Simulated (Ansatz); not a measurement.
GaIr:
```yaml
crystal:
  lattice:
    - [3.02629, 0.00000, 0.00000]
    - [0.00000, 3.02629, 0.00000]
    - [0.00000, 0.00000, 3.02629]
  atoms:
    - { symbol: Ir, position: [0.50000, 0.50000, 0.50000] }
    - { symbol: Ga, position: [0.00000, 0.00000, 0.00000] }
```

Relaxed with r²SCAN. Special points in fractions of this cell's reciprocal vectors: Γ (0.000, 0.000, 0.000); X (0.000, 0.500, 0.000); M (0.500, 0.500, 0.000); R (0.500, 0.500, 0.500).

**Question.** List the band energies nearest the Fermi level at these points for r²SCAN with spin–orbit coupling in the plane-wave PAW code Ansatz.

**Answer.** In eV from the Fermi level; about four levels below and three above (degenerate sets whole), none deeper than 8.9 eV; points with the same levels are listed once.

| k | below | above |
|---|---|---|
| Γ | -1.92 -1.92 -1.92 -1.92 -1.17 -1.17 | 3.13 3.13 4.25 4.25 4.25 4.25 |
| X | -3.70 -3.70 -1.56 -1.56 | 0.26 0.26 8.77 8.77 |
| M | -2.77 -2.77 -0.25 -0.25 | 2.92 2.92 3.69 3.69 |
| R | -0.17 -0.17 -0.17 -0.17 | 2.06 2.06 3.98 3.98 3.98 3.98 |

Space group Pm-3m (CsCl type). The workflow started from an entry of the Crystallography Open Database (COD). Its standing as an ambient phase is unchecked. The cell was relaxed with r²SCAN under the symmetry of its start; its stability against distortions is not shown here. No spin polarisation was allowed.

Potentials: the later of the program's two PAW sets.
